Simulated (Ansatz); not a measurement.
## Data sheet: AlN (DFT)

AlN:
```cif
data_Al6N6
_chemical_formula_sum 'Al6 N6'
_space_group_name_H-M_alt 'Pm-3n'
_space_group_IT_number 223
_space_group_name_Hall '-P 4n 2 3'
_cell_length_a 5.32835
_cell_length_b 5.32835
_cell_length_c 5.32835
_cell_angle_alpha 90.000
_cell_angle_beta 90.000
_cell_angle_gamma 90.000
loop_
_atom_site_label
_atom_site_type_symbol
_atom_site_symmetry_multiplicity
_atom_site_Wyckoff_symbol
_atom_site_fract_x
_atom_site_fract_y
_atom_site_fract_z
_atom_site_occupancy
Al1 Al 6 d 0.00000 0.25000 0.50000 1
N1 N 6 c 0.00000 0.50000 0.25000 1
```

Space group Pm-3n (No. 223); conventional cell a = 5.328 Å, b = 5.328 Å, c = 5.328 Å, α = 90.00°, β = 90.00°, γ = 90.00°.

Method: the program Ansatz at the r²SCAN level (PAW). Geometry: relaxed at this level of theory. Other levels are named where they apply.

### Cell and energy

* **Volume per atom**: 12.61 Å³
* **Density**: 2.70 g/cm³
* **Formation energy from the elements (no fitted shifts)**: -1.49 eV/atom

### Electronic structure

- Band gap = 3.01 eV (direct)
- Valence-band maximum = at Γ
- Conduction-band minimum = at Γ
- Electron effective mass = 0.33 mₑ (isotropic)
- Hole effective mass, band 1 of 3 at the edge = 0.87 along [111] (mₑ)
- Hole effective mass, band 2 of 3 at the edge = 0.58 along [110], 0.87 along [111] (mₑ)
- Hole effective mass, band 3 of 3 at the edge = 0.26 along [100], 0.45 along [110], 0.60 along [111] (mₑ)
- HSE06 gap on the r²SCAN cell = 3.95 eV

### Mechanics

Bulk modulus (Birch–Murnaghan fit): 170 GPa
Pressure derivative B′: 3.8
Elastic constants (relaxed ions, GPa): C11 = 369, C12 = 71.2, C44 = 52.8
Mechanical stability: stable (all eigenvalues of C positive)
Hill bulk and shear moduli: 170 and 81.2 GPa
Young's modulus: 210 GPa
Poisson's ratio: 0.29
Debye temperature from the elastic constants: 783 K

### Charges

* **Bader charges**: Al +2.49, N -2.49 e

The start of the workflow was typed in or built on a structure type; neither database checked (COD, Materials Project) lists it. It is not the phase usual at ambient conditions (space group No. 186, 216). The cell was relaxed with r²SCAN under the symmetry of its start; its stability against distortions is not shown here. The references are the lowest solids computed at this level, not always the standard phases (solids in place of the gases).

Potentials: the earlier of the program's two PAW sets.
